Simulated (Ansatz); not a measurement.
**Magnetic states of cobalt, diamond**

Computed with DFT, BLYP, plane waves (420 eV) with PAW, scalar-relativistic (Ansatz). The PAW files were generated under PBE, with cores re-solved for the functional.

Each start was relaxed and then solved on a dense mesh, with Fermi-Dirac smearing of 0.05 eV (0.1 eV in a metal without spin) extrapolated to zero. Rows within 2 meV/atom of each other tie.

Question: Where does each start end, and how do the energies compare? Starts: antiferromagnetic; ferromagnetic; non-magnetic.

Answer: 
| start | ends | ΔE (meV/atom) | V (Å³/atom) |
| --- | --- | --- | --- |
| antiferromagnetic | ferromagnetic, net 1.72 μB per atom | 0.0 | 17.14 |
| ferromagnetic | ferromagnetic, net 1.72 μB per atom | 0.0 | 17.14 |
| non-magnetic | spin not included | 89.9 | 15.65 |
